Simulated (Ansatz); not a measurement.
**B, first-principles data**

B:
```xyz
6
Lattice="4.1571 0.0000 0.0000 0.0000 4.1571 0.0000 0.0000 0.0000 4.1571" Properties=species:S:1:pos:R:3 pbc="T T T"
B      0.8112     2.0786     2.0786
B      3.3459     2.0786     2.0786
B      2.0786     0.8112     2.0786
B      2.0786     3.3459     2.0786
B      2.0786     2.0786     0.8112
B      2.0786     2.0786     3.3459
```

Space group Pm-3m (No. 221); conventional cell a = 4.157 Å, b = 4.157 Å, c = 4.157 Å, α = 90.00°, β = 90.00°, γ = 90.00°.

Method: PBE in the plane-wave PAW code Ansatz. Structure relaxed to zero pressure with the same functional. Other levels are named where they apply.

**Cell and energy**

```
Item                  Value
---------------  ----------
Volume per atom    11.97 Å³
Density          1.50 g/cm³
```

**Electronic structure**

```
Property                                                                    Result
------------------------------------  --------------------------------------------
Electronic character                                             metallic (no gap)
Density of states at the Fermi level  0.66 states/eV per atom (mean over ±0.08 eV)
```

**Mechanics**

```
Item                                 Result
----------------------------------  -------
Bulk modulus (Birch–Murnaghan fit)  126 GPa
Pressure derivative B′                  3.4
```

The start of the workflow was typed in or built on a structure type; neither database checked (COD, Materials Project) lists it. It is not the phase usual at ambient conditions (space group No. 166). The cell was relaxed with PBE under the symmetry of its start; whether a distortion lowers the energy is not shown.

Potentials: the earlier of the program's two PAW sets.
